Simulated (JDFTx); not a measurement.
An input for a modified build of JDFTx (Ir(100), CANDLE, water, 1 M NaF; bohr, hartree) and the course of its log:

```
lattice \
  5.1497683269 0.0000000000 0.0000000000 \
  0.0000000000 5.1497683269 0.0000000000 \
  0.0000000000 0.0000000000 44.7865091536
coords-type Lattice
ion Ir 0.0000000000 0.0000000000 -0.1626130800 0
ion Ir 0.5000000000 0.5000000000 -0.0813065400 0
ion Ir 0.0000000000 0.0000000000 0.0000000000 0
ion Ir 0.5000000000 0.5000000000 0.0813065400 0
ion Ir 0.0000000000 0.0000000000 0.1626130800 0
ion-species pseudo/ir_pbe_v1.2.upf
elec-cutoff 20 100
elec-ex-corr gga-PBE
coulomb-interaction Slab 001
coulomb-truncation-embed 0 0 0
kpoint-folding 8 8 1
elec-smearing Fermi 0.01
elec-n-bands 50
target-mu -0.172354
electronic-scf nIterations 100 energyDiffThreshold 1e-10
fluid LinearPCM
pcm-variant CANDLE
fluid-solvent H2O
fluid-cation Na+ 1
fluid-anion F- 1
fluid-minimize nIterations 400 knormThreshold 1e-11
wavefunction read f0.wfns
elec-initial-eigenvals f0.eigenvals
elec-initial-fillings read f0.fillings
fluid-initial-state f0.fluidState
dump-name f0_u0.$VAR
dump End State Ecomponents EigStats BandEigs Forces ElecDensity IonicPositions Fillings Kpoints Dtot FluidDebug BoundCharge FluidDensity
```

```
[one cycle in 5 is shown, and the last three; fluid-solver lines are left out]
	FillingsUpdate:  mu: -0.172354000  nElectrons: 78.410844
SCF: Cycle:  0   G: -364.851225301813656   dG: +4.488e+00   |Residual|: 2.697e-01   |deigs|: 1.026e-07
	FillingsUpdate:  mu: -0.172354000  nElectrons: 75.480654
SCF: Cycle:  5   G: -369.277530516584022   dG: +4.806e-02   |Residual|: 2.969e-02   |deigs|: 1.345e-03
	FillingsUpdate:  mu: -0.172354000  nElectrons: 75.894720
SCF: Cycle: 10   G: -369.068288676649104   dG: -1.565e-02   |Residual|: 6.614e-02   |deigs|: 2.414e-03
	FillingsUpdate:  mu: -0.172354000  nElectrons: 76.725940
SCF: Cycle: 15   G: -368.309118146259152   dG: -6.584e-04   |Residual|: 1.262e-01   |deigs|: 1.087e-03
	FillingsUpdate:  mu: -0.172354000  nElectrons: 77.303868
SCF: Cycle: 20   G: -367.343569191615813   dG: -3.472e+00   |Residual|: 1.783e-01   |deigs|: 7.686e-03
	FillingsUpdate:  mu: -0.172354000  nElectrons: 77.300026
SCF: Cycle: 25   G: -367.379800343625675   dG: -2.000e-01   |Residual|: 1.752e-01   |deigs|: 6.405e-04
	FillingsUpdate:  mu: -0.172354000  nElectrons: 76.325796
SCF: Cycle: 30   G: -368.776977130280329   dG: +3.634e-01   |Residual|: 9.418e-02   |deigs|: 9.783e-03
	FillingsUpdate:  mu: -0.172354000  nElectrons: 75.277525
SCF: Cycle: 35   G: -369.338057059518064   dG: -5.983e-03   |Residual|: 6.079e-03   |deigs|: 3.518e-04
	FillingsUpdate:  mu: -0.172354000  nElectrons: 75.193563
SCF: Cycle: 40   G: -369.340706428612634   dG: +3.047e-05   |Residual|: 6.687e-04   |deigs|: 6.853e-05
	FillingsUpdate:  mu: -0.172354000  nElectrons: 75.204036
SCF: Cycle: 45   G: -369.340735459181303   dG: +2.440e-06   |Residual|: 1.673e-04   |deigs|: 2.187e-05
	FillingsUpdate:  mu: -0.172354000  nElectrons: 75.201029
SCF: Cycle: 50   G: -369.340737505459231   dG: +3.829e-07   |Residual|: 7.941e-05   |deigs|: 1.217e-05
	FillingsUpdate:  mu: -0.172354000  nElectrons: 75.201885
SCF: Cycle: 55   G: -369.340737897798306   dG: -1.253e-07   |Residual|: 2.529e-05   |deigs|: 1.498e-05
	FillingsUpdate:  mu: -0.172354000  nElectrons: 75.203004
SCF: Cycle: 60   G: -369.340737056594605   dG: +8.169e-07   |Residual|: 1.028e-04   |deigs|: 1.142e-05
	FillingsUpdate:  mu: -0.172354000  nElectrons: 75.202073
SCF: Cycle: 65   G: -369.340737889469551   dG: -8.925e-07   |Residual|: 1.816e-05   |deigs|: 1.416e-05
	FillingsUpdate:  mu: -0.172354000  nElectrons: 75.200429
SCF: Cycle: 70   G: -369.340736657017203   dG: +1.244e-06   |Residual|: 1.249e-04   |deigs|: 1.156e-05
	FillingsUpdate:  mu: -0.172354000  nElectrons: 75.202201
SCF: Cycle: 75   G: -369.340737884758028   dG: -3.824e-06   |Residual|: 1.681e-05   |deigs|: 1.746e-05
	FillingsUpdate:  mu: -0.172354000  nElectrons: 75.202179
SCF: Cycle: 80   G: -369.340737874462093   dG: +2.640e-09   |Residual|: 2.307e-05   |deigs|: 1.977e-06
	FillingsUpdate:  mu: -0.172354000  nElectrons: 75.204287
SCF: Cycle: 85   G: -369.340735316883070   dG: +2.581e-06   |Residual|: 1.844e-04   |deigs|: 1.399e-05
	FillingsUpdate:  mu: -0.172354000  nElectrons: 75.201739
SCF: Cycle: 90   G: -369.340737645791478   dG: +1.144e-07   |Residual|: 8.951e-05   |deigs|: 6.262e-06
	FillingsUpdate:  mu: -0.172354000  nElectrons: 75.202157
SCF: Cycle: 95   G: -369.340737864594473   dG: -6.993e-08   |Residual|: 2.846e-05   |deigs|: 4.098e-06
	FillingsUpdate:  mu: -0.172354000  nElectrons: 75.202547
SCF: Cycle: 97   G: -369.340737685585054   dG: +1.758e-07   |Residual|: 5.350e-05   |deigs|: 3.020e-06
	FillingsUpdate:  mu: -0.172354000  nElectrons: 75.202040
SCF: Cycle: 98   G: -369.340737903452805   dG: -2.179e-07   |Residual|: 1.062e-05   |deigs|: 3.791e-06
	FillingsUpdate:  mu: -0.172354000  nElectrons: 75.201642
SCF: Cycle: 99   G: -369.340737854154156   dG: +4.930e-08   |Residual|: 3.456e-05   |deigs|: 2.571e-06
SCF: None of the convergence criteria satisfied after 100 iterations.
IonicMinimize: Iter:   0  G: -369.340737854154156  |grad|_K:  0.000e+00
IonicMinimize: Converged (|grad|_K<1.000000e-04).
```

This run gave no converged result. The loop ran out of cycles short of its threshold. It has stalled and not diverged: the last ten energies span 3e-07 Ha, so the total is near its end, but levels, forces and the electron count aren't shown converged.
